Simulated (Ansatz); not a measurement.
Compressing MnO2: a fit and a missing row

MnO2, P4_2/mnm, a = 4.395 Å, c = 2.842 Å. Ansatz: PBEsol, PAW, 420 eV, Γ-centred 8×8×12 mesh on 6 atoms, Gaussian smearing 0.10 eV; collinear spin, largest moment 2.3 μB. Shape and atoms are relaxed at each volume; pressure is positive in compression.

| V (Å³/atom) | P (GPa) |
| --- | --- |
| 8.052 | 37.45 |
| 8.327 | ? |
| 8.601 | 17.40 |
| 8.876 | 8.00 |
| 9.150 | -0.01 |
| 9.425 | -6.71 |
| 9.699 | -12.28 |
| 10.065 | -18.06 |

**Question.** Take V0 = 9.150 Å³/atom, count pressures from its P0 = -0.01 GPa, fit the third-order Birch–Murnaghan form to the other rows, and predict the missing pressure.

**Answer.** With the Eulerian strain f = ½[(V0/V)^(2/3) − 1] and y = (P − P0)/[3f(1 + 2f)^(5/2)], the form is the line y = B0 + 1.5 B0 (B0′ − 4) f. Rows (f, y): 0.04448, 226.9; 0.02106, 248.6; 0.01024, 247.9; -0.00977, 240.2; -0.01905, 236.6; -0.03078, 229.1. Means f = 0.002697, y = 238.22; Σ(Δf)² = 0.003889, ΣΔfΔy = 0.1065; the slope is their ratio. y = 238.1 + 27.38 f GPa, so B0 = 238.1 GPa and B0′ = 4 + 2 × (27.38)/(3 × 238.1) = 4.08. At V = 8.327, f = 0.03242, y = 238.99 and P = 27.19 GPa. The run gave 28.09 GPa, so the fit is 0.90 GPa too low, within the rms miss on the fitted rows (0.93 GPa). Note that the moment goes from 1.84 to 2.16 μB between the run one row up and this one. With a term in f² added B0′ becomes 4.57, so this figure hangs on the form.

The largest moment runs from 1.84 to 2.44 μB along the series, so B0 and B0′ hold the change of the moment too.

The state reached may not be the lowest one. The program reads another magnetic order as possibly lower. Moments started parallel, and an antiferromagnetic order may lie lower.

Cost: 8 runs of about 17 core-minutes in all, on Arm Neoverse V2 (shared hosts).